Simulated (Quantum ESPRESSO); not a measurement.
## CuPt3Li2TaW (one run as intended and one with a planted mistake)

Simulated, not a measurement. The program is pw.x of Quantum ESPRESSO 7.5 (plane-wave density functional theory). The cell is made up: eight metal atoms on a face-centred cubic lattice, with elements, volume, strain and displacements drawn at random and not relaxed, so it may be unstable or far from any real phase. PseudoDojo standard norm-conserving files set the functional (PBE unless stated); there is no spin polarisation or spin-orbit coupling, the Fermi-Dirac width of 0.25 eV means electrons at about 2900 K, and the masses in the input are unused placeholders. The copper pseudopotential is less sure than most, with forces differing by about three percent and pressure by about two GPa from a second method on plain copper. Heavy elements are run without spin-orbit coupling, which real alloys of them have. A spin test at this wide smearing found no moment, but such smearing suppresses magnetism that the real alloy may have.

Intended input:

```
&control calculation='scf', pseudo_dir='./dojo.nc.sr.pbe.v0_5.standard.upf', outdir='./o', disk_io='minimal', tprnfor=.true., tstress=.true. /
&system ibrav=0, nat=8, ntyp=5, nbnd=67, ecutwfc=92.02030273, nosym=.true., tot_charge=0,
 occupations='smearing', smearing='fd', degauss=0.0183746611
/
&electrons conv_thr=1.470e-08, electron_maxstep=70, mixing_beta=0.5 /
ATOMIC_SPECIES
Cu 1.0 Cu.upf
Li 1.0 Li.upf
Pt 1.0 Pt.upf
Ta 1.0 Ta.upf
W 1.0 W.upf
CELL_PARAMETERS angstrom
0.0 -2.0109 -2.0109
-6.0326 -2.0109 0.0
-2.0109 4.0217 -6.0326
ATOMIC_POSITIONS angstrom
Cu 0.0709 0.0212 -0.0004
Pt -2.0714 1.9438 -3.921
Pt -2.0148 -0.0346 -1.9783
Li -4.101 1.9774 -5.9882
Li -4.1002 -0.0378 -3.9972
Pt -4.0877 -2.1144 -2.0172
Ta -6.0017 -0.0051 -6.0241
W -6.1188 -2.0332 -4.0228
K_POINTS automatic
8 4 3 1 1 1
```

The log is shortened where brackets say so; the opening notice, blank lines, dates and the lines on written files are dropped, and the path of the files is cut. It prints rydbergs, bohrs and kilobars, and counts compression as positive stress. Its total energy is the free energy E - TS of the whole cell.

Log of the intended run:

```
     Program PWSCF v.7.5
     Parallel version (MPI & OpenMP), running on       4 processor cores
     Number of MPI processes:                 4
     Threads/MPI process:                     1
     [start-up lines left out]
     bravais-lattice index     =            0
     lattice parameter (alat)  =       5.3741  a.u.
     unit-cell volume          =     877.9568 (a.u.)^3
     number of atoms/cell      =            8
     number of atomic types    =            5
     number of electrons       =       106.00
     number of Kohn-Sham states=           67
     kinetic-energy cutoff     =      92.0203  Ry
     charge density cutoff     =     368.0812  Ry
     scf convergence threshold =      1.5E-08
     mixing beta               =       0.5000
     number of iterations used =            8  plain     mixing
     Exchange-correlation= PBE
                           (   1   4   3   4   0   0   0)
     [axes and pseudopotential details left out]
   Cartesian axes
     site n.     atom                  positions (alat units)
         1        Cu     tau(   1) = (   0.0249311   0.0074547  -0.0001407  )
         2        Pt     tau(   2) = (  -0.7283808   0.6835119  -1.3787686  )
         3        Pt     tau(   3) = (  -0.7084782  -0.0121666  -0.6956434  )
         4        Li     tau(   4) = (  -1.4420632   0.6953269  -2.1056725  )
         5        Li     tau(   5) = (  -1.4417819  -0.0132919  -1.4055633  )
         6        Pt     tau(   6) = (  -1.4373864  -0.7435012  -0.7093221  )
         7        Ta     tau(   7) = (  -2.1104196  -0.0017933  -2.1182963  )
         8        W      tau(   8) = (  -2.1515963  -0.7149483  -1.4145652  )
     number of k points=    48  Fermi-Dirac smearing, width (Ry)=  0.0184
                       cart. coord. in units 2pi/alat
        k(    1) = (  -0.0534023  -0.0165725  -0.0718159), wk =   0.0416667
        k(    2) = (   0.0055253  -0.1933523   0.1049639), wk =   0.0416667
     [further k points left out]
     Dense  grid:   104689 G-vectors     FFT dimensions: (  36,  75,  90)
     Estimated max dynamical RAM per process >     358.68 MB
     Estimated total dynamical RAM >       1.33 GB
     Initial potential from superposition of free atoms
     starting charge     105.9887, renormalised to     106.0000
     Starting wfcs are   64 randomized atomic wfcs +    3 random wfcs
     total cpu time spent up to now is        5.0 secs
     per-process dynamical memory:   274.6 Mb
     Self-consistent Calculation
     iteration #  1     ecut=    92.02 Ry     beta= 0.50
     Davidson diagonalization with overlap
     ethr =  1.00E-02,  avg # of iterations =  3.0
     total cpu time spent up to now is       18.3 secs
     total energy              =   -1466.08345137 Ry
     estimated scf accuracy    <      11.32050559 Ry
     iteration #  2     ecut=    92.02 Ry     beta= 0.50
     Davidson diagonalization with overlap
     ethr =  1.00E-02,  avg # of iterations =  3.0
     total cpu time spent up to now is       32.2 secs
     total energy              =   -1468.96983078 Ry
     estimated scf accuracy    <      60.73505618 Ry
     [iterations 3 to 17 left out]
     iteration # 18     ecut=    92.02 Ry     beta= 0.50
     Davidson diagonalization with overlap
     ethr =  2.72E-10,  avg # of iterations =  2.0
     total cpu time spent up to now is      208.1 secs
     total energy              =   -1473.56949715 Ry
     estimated scf accuracy    <       0.00000006 Ry
     iteration # 19     ecut=    92.02 Ry     beta= 0.50
     Davidson diagonalization with overlap
     ethr =  5.79E-11,  avg # of iterations =  1.9
     total cpu time spent up to now is      218.3 secs
     End of self-consistent calculation
     [lines on levels left out]
!    total energy              =   -1473.56949715 Ry
     estimated scf accuracy    <          9.6E-09 Ry
     smearing contrib. (-TS)   =      -0.08681717 Ry
     internal energy E=F+TS    =   -1473.48267998 Ry
     The total energy is F=E-TS. E is the sum of the following terms:
     one-electron contribution =    -723.72971858 Ry
     hartree contribution      =     402.24697833 Ry
     xc contribution           =    -258.28944425 Ry
     ewald contribution        =    -893.71049549 Ry
     convergence has been achieved in  19 iterations
     Forces acting on atoms (cartesian axes, Ry/au):
     atom    1 type  1   force =    -0.01207355   -0.00655480    0.00171819
     atom    2 type  3   force =     0.02993374    0.02913802   -0.03472574
     atom    3 type  3   force =     0.01255401   -0.01048692    0.00834645
     atom    4 type  2   force =     0.04175202    0.01966107   -0.02132313
     atom    5 type  2   force =     0.04535501   -0.00781138    0.00929932
     atom    6 type  3   force =    -0.00419733    0.01208751   -0.00042307
     atom    7 type  4   force =    -0.08773032   -0.01203279    0.01299612
     atom    8 type  5   force =    -0.02559359   -0.02400072    0.02411185
     Total force =     0.135113     Total SCF correction =     0.000346
     Computing stress (Cartesian axis) and pressure
          total   stress  (Ry/bohr**3)                   (kbar)     P=     -106.02
  -0.00069855   0.00006409  -0.00002785         -102.76        9.43       -4.10
   0.00006409  -0.00073318   0.00001211            9.43     -107.85        1.78
  -0.00002785   0.00001211  -0.00073046           -4.10        1.78     -107.45
     init_run     :      4.69s CPU      4.90s WALL (       1 calls)
     electrons    :    212.01s CPU    213.25s WALL (       1 calls)
     forces       :      2.07s CPU      2.09s WALL (       1 calls)
     stress       :      7.14s CPU      7.30s WALL (       1 calls)
     [timing details left out]
     PWSCF        :   3m46.09s CPU   3m47.75s WALL
     JOB DONE.
```

A second run has one planted mistake: the files are those of another functional. The input lines that differ:

```
- &control calculation='scf', pseudo_dir='./dojo.nc.sr.pbe.v0_5.standard.upf', outdir='./o', disk_io='minimal', tprnfor=.true., tstress=.true. /
+ &control calculation='scf', pseudo_dir='./dojo.nc.sr.lda.v0_4_1.standard.upf', outdir='./o', disk_io='minimal', tprnfor=.true., tstress=.true. /
```

Its log:

```
     Program PWSCF v.7.5
     Parallel version (MPI & OpenMP), running on       4 processor cores
     Number of MPI processes:                 4
     Threads/MPI process:                     1
     [start-up lines left out]
     bravais-lattice index     =            0
     lattice parameter (alat)  =       5.3741  a.u.
     unit-cell volume          =     877.9568 (a.u.)^3
     number of atoms/cell      =            8
     number of atomic types    =            5
     number of electrons       =       106.00
     number of Kohn-Sham states=           67
     kinetic-energy cutoff     =      92.0203  Ry
     charge density cutoff     =     368.0812  Ry
     scf convergence threshold =      1.5E-08
     mixing beta               =       0.5000
     number of iterations used =            8  plain     mixing
     Exchange-correlation= SLA  PW   NOGX NOGC
                           (   1   4   0   0   0   0   0)
     [axes and pseudopotential details left out]
   Cartesian axes
     site n.     atom                  positions (alat units)
         1        Cu     tau(   1) = (   0.0249311   0.0074547  -0.0001407  )
         2        Pt     tau(   2) = (  -0.7283808   0.6835119  -1.3787686  )
         3        Pt     tau(   3) = (  -0.7084782  -0.0121666  -0.6956434  )
         4        Li     tau(   4) = (  -1.4420632   0.6953269  -2.1056725  )
         5        Li     tau(   5) = (  -1.4417819  -0.0132919  -1.4055633  )
         6        Pt     tau(   6) = (  -1.4373864  -0.7435012  -0.7093221  )
         7        Ta     tau(   7) = (  -2.1104196  -0.0017933  -2.1182963  )
         8        W      tau(   8) = (  -2.1515963  -0.7149483  -1.4145652  )
     number of k points=    48  Fermi-Dirac smearing, width (Ry)=  0.0184
                       cart. coord. in units 2pi/alat
        k(    1) = (  -0.0534023  -0.0165725  -0.0718159), wk =   0.0416667
        k(    2) = (   0.0055253  -0.1933523   0.1049639), wk =   0.0416667
     [further k points left out]
     Dense  grid:   104689 G-vectors     FFT dimensions: (  36,  75,  90)
     Estimated max dynamical RAM per process >     358.68 MB
     Estimated total dynamical RAM >       1.33 GB
     Initial potential from superposition of free atoms
     starting charge     105.9890, renormalised to     106.0000
     Starting wfcs are   64 randomized atomic wfcs +    3 random wfcs
     total cpu time spent up to now is        4.3 secs
     per-process dynamical memory:   266.4 Mb
     Self-consistent Calculation
     iteration #  1     ecut=    92.02 Ry     beta= 0.50
     Davidson diagonalization with overlap
     ethr =  1.00E-02,  avg # of iterations =  3.0
     total cpu time spent up to now is       16.3 secs
     total energy              =   -1466.26397700 Ry
     estimated scf accuracy    <      11.22802070 Ry
     iteration #  2     ecut=    92.02 Ry     beta= 0.50
     Davidson diagonalization with overlap
     ethr =  1.00E-02,  avg # of iterations =  3.0
     total cpu time spent up to now is       28.8 secs
     total energy              =   -1469.05130805 Ry
     estimated scf accuracy    <      60.52185390 Ry
     [iterations 3 to 17 left out]
     iteration # 18     ecut=    92.02 Ry     beta= 0.50
     Davidson diagonalization with overlap
     ethr =  2.31E-10,  avg # of iterations =  2.0
     total cpu time spent up to now is      189.9 secs
     total energy              =   -1473.68725786 Ry
     estimated scf accuracy    <       0.00000004 Ry
     iteration # 19     ecut=    92.02 Ry     beta= 0.50
     Davidson diagonalization with overlap
     ethr =  3.81E-11,  avg # of iterations =  2.0
     total cpu time spent up to now is      199.6 secs
     End of self-consistent calculation
     [lines on levels left out]
!    total energy              =   -1473.68725786 Ry
     estimated scf accuracy    <          4.7E-09 Ry
     smearing contrib. (-TS)   =      -0.08770065 Ry
     internal energy E=F+TS    =   -1473.59955721 Ry
     The total energy is F=E-TS. E is the sum of the following terms:
     one-electron contribution =    -725.73144977 Ry
     hartree contribution      =     401.85854673 Ry
     xc contribution           =    -256.01615869 Ry
     ewald contribution        =    -893.71049549 Ry
     convergence has been achieved in  19 iterations
     Forces acting on atoms (cartesian axes, Ry/au):
     atom    1 type  1   force =    -0.00170329   -0.00107410   -0.00276220
     atom    2 type  3   force =     0.04972727    0.02312878   -0.02822679
     atom    3 type  3   force =     0.01939833   -0.00528649    0.00402523
     atom    4 type  2   force =     0.03958725    0.01975077   -0.02127491
     atom    5 type  2   force =     0.04506064   -0.00826822    0.00962088
     atom    6 type  3   force =    -0.01205352    0.00960539    0.00026286
     atom    7 type  4   force =    -0.10166530   -0.01140174    0.01166962
     atom    8 type  5   force =    -0.03835138   -0.02645438    0.02668531
     Total force =     0.150201     Total SCF correction =     0.000233
     Computing stress (Cartesian axis) and pressure
          total   stress  (Ry/bohr**3)                   (kbar)     P=     -200.81
  -0.00129754   0.00005382  -0.00002219         -190.87        7.92       -3.26
   0.00005382  -0.00139840  -0.00001024            7.92     -205.71       -1.51
  -0.00002219  -0.00001024  -0.00139922           -3.26       -1.51     -205.83
     init_run     :      4.01s CPU      4.21s WALL (       1 calls)
     electrons    :    194.44s CPU    195.26s WALL (       1 calls)
     forces       :      1.95s CPU      1.97s WALL (       1 calls)
     stress       :      6.78s CPU      6.94s WALL (       1 calls)
     [timing details left out]
     PWSCF        :   3m27.31s CPU   3m28.53s WALL
     JOB DONE.
```

```
                                            intended run  run with the mistake
                          free energy (eV)    -20048.934            -20050.537
         entropy term -TS, part of it (eV)        -1.181                -1.193
                            pressure (GPa)        -10.60                -20.08
size of the largest force component (eV/Å)         2.256                 2.614
largest change of a force component (eV/Å)                               0.509
                                iterations            19                    19
```

For scale, a rerun of the intended cell at a higher cutoff and on a denser mesh moved values by no more than 0.008 eV in energy, 0.06 GPa in stress and 0.012 eV/Å in force, and a second program with other atomic files agreed on that cell to 2 % rms in force and 0.5 GPa in pressure. Files of another functional or element have another zero of energy, so the energy change says nothing on stability.